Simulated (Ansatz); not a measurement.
AlO₂:
```
AlO2
1.0
    9.25841     0.00000     0.00000
    0.00000     2.88303     0.00000
    0.00000     0.00000     4.79089
Al O
4 8
Cartesian
  6.12594   0.72076   2.61397
  3.13247   2.16227   2.17692
  7.76168   2.16227   0.21852
  1.49674   0.72076   4.57237
  4.95062   2.16227   1.66162
  4.30779   0.72076   3.12927
  8.93700   0.72076   4.05707
  0.32141   2.16227   0.73383
  2.10136   2.16227   3.65192
  7.15705   0.72076   1.13897
  2.52785   0.72076   1.25647
  6.73057   2.16227   3.53442
```
The run is spin-polarised; directions of the spins, atom by atom: 0 0 0 0 ↑ ↑ ↑ ↑ 0 0 0 0.

Relaxed with PBEsol. Special points in fractions of this cell's reciprocal vectors: Γ (0.000, 0.000, 0.000); X (0.500, 0.000, 0.000); S (0.500, 0.500, 0.000); Y (0.000, 0.500, 0.000); Z (0.000, 0.000, 0.500); U (0.500, 0.000, 0.500); R (0.500, 0.500, 0.500); T (0.000, 0.500, 0.500).

### Question
List the band energies nearest the Fermi level at these points for the program Ansatz at the PBEsol level (PAW).

### Answer
In eV from the Fermi level; about four levels below and three above (degenerate sets whole), none deeper than 8.9 eV; … stands for higher levels left out; points with the same levels are listed once.

| k | below | above |
|---|---|---|
| Γ ↑ | -1.21 -1.13 -0.58 -0.28 | 5.64 7.48 … |
| X ↑ | -1.20 -1.20 -0.41 -0.41 | 6.42 6.42 … |
| S ↑ | -1.00 -1.00 -1.00 -1.00 | … |
| Y ↑ | -1.26 -1.26 -0.79 -0.79 | 9.78 9.78 … |
| Z ↑ | -1.23 -1.23 -1.09 -1.09 | 7.79 7.79 … |
| U ↑ | -1.27 -1.27 -0.93 -0.93 | 8.08 8.08 … |
| R ↑ | -0.87 -0.87 -0.87 -0.87 | … |
| T ↑ | -0.96 -0.96 -0.81 -0.81 | 9.22 9.22 … |
| Γ ↓ | -1.64 -1.64 -1.58 -0.90 -0.64 | 0.01 0.33 0.53 |
| X ↓ | -1.44 -1.44 -0.35 -0.35 | 0.55 0.55 0.59 0.59 |
| S ↓ | -1.27 -1.27 -1.27 -1.27 | 0.58 0.58 0.58 0.58 |
| Y ↓ | -1.37 -1.37 -1.19 -1.19 | 0.54 0.54 0.64 0.64 |
| Z ↓ | -1.50 -1.50 -0.72 -0.72 | 0.30 0.30 0.52 0.52 |
| U ↓ | -1.66 -1.66 -1.05 -1.05 | 0.41 0.41 0.52 0.52 |
| R ↓ | -0.99 -0.99 -0.99 -0.99 | 0.74 0.74 0.74 0.74 |
| T ↓ | -1.09 -1.09 -0.83 -0.83 | 0.69 0.69 0.74 0.74 |

Space group Pnma. The workflow started from a Materials Project entry (that database holds measured and hypothetical structures alike); the Crystallography Open Database copy checked does not list it. Its standing as an ambient phase is unchecked. The cell was relaxed with PBEsol under the symmetry of its start; its stability against distortions is not shown here. Magnetic state: ferromagnetic, chosen from 4 collinear starts compared on coarse meshes (ties went to the first, and starts can fall back to one state), not a proven ground state. No Hubbard U is applied. A small band overlap can be real or an error of a semilocal functional. The Fermi level of a semimetal is unsure by some 0.05 eV on such meshes.

Potentials: the later of the program's two PAW sets.
